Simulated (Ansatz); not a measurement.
# Compressing NiSb: a fit and a missing row

NiSb, P6_3/mmc, a = 3.916 Å, c = 5.070 Å. The structure is a COD entry; whether it is the stable form wasn't checked. Ansatz: PBEsol, PAW, 420 eV, Γ-centred 12×12×8 mesh on 4 atoms, Gaussian smearing 0.10 eV; no spin polarisation. Shape and atoms are relaxed at each volume; pressure is positive in compression.

| V (Å³/atom) | P (GPa) |
| --- | --- |
| 15.824 | 9.43 |
| 16.329 | ? |
| 16.834 | 0.00 |
| 17.339 | -3.59 |
| 17.844 | -6.59 |

Take V0 = 16.834 Å³/atom, fit the third-order Birch–Murnaghan form to the other rows, and predict the missing pressure.

With the Eulerian strain f = ½[(V0/V)^(2/3) − 1] and y = P/[3f(1 + 2f)^(5/2)], the form is the line y = B0 + 1.5 B0 (B0′ − 4) f. Rows (f, y): 0.02106, 134.6; -0.00976, 128.8; -0.01905, 127.1. Means f = -0.002583, y = 130.17; Σ(Δf)² = 0.0008817, ΣΔfΔy = 0.1651; the slope is their ratio. y = 130.7 + 187.3 f GPa, so B0 = 130.7 GPa and B0′ = 4 + 2 × (187.3)/(3 × 130.7) = 4.96. At V = 16.329, f = 0.01026, y = 132.62 and P = 4.29 GPa. The run gave 4.30 GPa, so the fit is 0.01 GPa too low, a small miss on the scale of the series.